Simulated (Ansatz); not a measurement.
This is a field-response calculation (clamped ions) with the PAW code Ansatz on tetragonal HfO2 (relaxed group P4_2/nmc); the level of theory is r2SCAN. The geometry is the r2SCAN minimum.

```yaml
crystal:
  lattice:
    - [3.5766923096, 0.0, 0.0]
    - [0.0, 3.5766923096, 0.0]
    - [0.0, 0.0, 5.2022212706]
  atoms:
    - { symbol: Hf, position: [0.0, 0.0, 0.0] }
    - { symbol: Hf, position: [0.5, 0.5, 0.5] }
    - { symbol: O, position: [0.0, 0.5, 0.3037893705] }
    - { symbol: O, position: [0.0, 0.5, 0.8037893705] }
    - { symbol: O, position: [0.5, 0.0, 0.6962106295] }
    - { symbol: O, position: [0.5, 0.0, 0.1962106295] }
kpoints:
  mp_grid: { grid: [6, 6, 4] }
hamiltonian:
  xc: r2scan
scf:
  occupations: { method: fixed }
dielectric: {}
```

In the abridged output below, numbers in square brackets stand for lines, or ends of lines, that were taken out.
```
Functional definition: r2SCAN
Crystal: 6 atoms, lattice volume = 66.551 Å³
Basis set: ecut = 500 eV, 1707 PW (Γ)
Bands: 46, of which v1, the nominal top of the filled ones, is band 38 counted from 1 (37 counted from 0)
Symmetry: 16 space group operations
k-points: 56 of 144 (irreducible under 2 space group operations, time reversal used)
SCF converged after 10 iterations
Free energy (F): -33752.580234 eV
Fermi energy:    14.495786 eV
--- Per-component energies (eV) ---
  E_band       = 16.462541
  E_kinetic    = 1550.267215
  E_local      = -11684.024712
  E_nonlocal   = -2304.660739
  E_hartree    = 5355.410008
  E_xc         = -862.157233
  E_vxc        = -1010.851243
  E_paw        = -14543.152262
  E_vpaw       = 2699.581657
  E_vtau       = 55.326454
  E_ewald      = -11264.781842
  E_core_change = 0.515280
--- Dielectric response (ions clamped): 3 representative field directions + reference, inside a basis on a mesh of 144 k-points ---
  ε∞ (high-frequency dielectric tensor):
[1]
  Born effective charges Z* (e; rows j = field, columns β = displacement):
    site 0:
[2]
    site 1:
[3]
    site 2:
[4]
    site 3:
[5]
    site 4:
[6]
    site 5:
[7]
  ε∞ is read to err by 1.6e-2, Z* by 2.8e-2 e
```

**Question.** Give the withheld lines. They hold the Born charges, ε∞ (with the ionic part, where printed).

**Answer.**
```
[1]
        4.886184     0.000000     0.000000
        0.000000     4.886184     0.000000
        0.000000     0.000000     4.416220
[2]
         5.51114    0.00000    0.00000
         0.00000    5.51114    0.00000
         0.00000    0.00000    4.78618
[3]
         5.51114    0.00000    0.00000
         0.00000    5.51114    0.00000
         0.00000    0.00000    4.78618
[4]
        -3.44682    0.00000    0.00000
         0.00000   -2.06432    0.00000
         0.00000    0.00000   -2.39309
[5]
        -2.06432    0.00000    0.00000
         0.00000   -3.44682    0.00000
         0.00000    0.00000   -2.39309
[6]
        -2.06432    0.00000    0.00000
         0.00000   -3.44682    0.00000
         0.00000    0.00000   -2.39309
[7]
        -3.44682    0.00000    0.00000
         0.00000   -2.06432    0.00000
         0.00000    0.00000   -2.39309
```

The electronic dielectric tensor ε∞ is 4.89 along x and y, 4.42 along z. Born charges, averaged over directions: Hf +5.27, O -2.63 e. The program notes that the ground state's band table doesn't vouch for all the bands that the response reads.

Wall time 110 s on 1 × NVIDIA H100 80GB HBM3 with 2 threads of AMD EPYC 7R13 Processor (Zen 3) (shared host), load about 1.0 per core; peak host memory 2.2 GiB.

These are computed values for a spin-unpolarised cell that may be hypothetical; none is a measurement.
